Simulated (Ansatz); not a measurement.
SrO:
Space group P6₃/mmc (No. 194); a = 3.545 Å, b = 3.545 Å, c = 6.196 Å, α = 90.00°, β = 90.00°, γ = 120.00°

| atom | site | symmetry | x | y | z |
|---|---|---|---|---|---|
| Sr | 2c | -6m2 | 0.3333 | 0.6667 | 0.2500 |
| O | 2a | -3m. | 0.0000 | 0.0000 | 0.0000 |

This is the HSE06-relaxed structure.

### Question
All from the program Ansatz at the HSE06 level (PAW), unless another level is named. Estimate the gap with spin–orbit coupling.

### Answer
4.54 eV (at the special points and the edges found without it).

### Question
Give the conduction-band minimum.

### Answer
at M (3 equivalent valleys).

### Question
Give the valence-band maximum.

### Answer
at Γ.

Space group P6_3/mmc (NiAs type). The first step of the workflow began from a Materials Project structure, measured or hypothetical; the Crystallography Open Database copy checked does not list it. It is not the phase usual at ambient conditions (space group No. 225). Symmetry was held in the HSE06 relaxation; its stability against distortions is not shown here. The hybrid was solved on a coarse mesh, the path and, where they were found, the r²SCAN edge points; its band edges are the extreme levels among these. Scalar-relativistic: spin–orbit coupling is off unless named, which matters more the heavier the elements.

Potentials: the later of the program's two PAW sets.
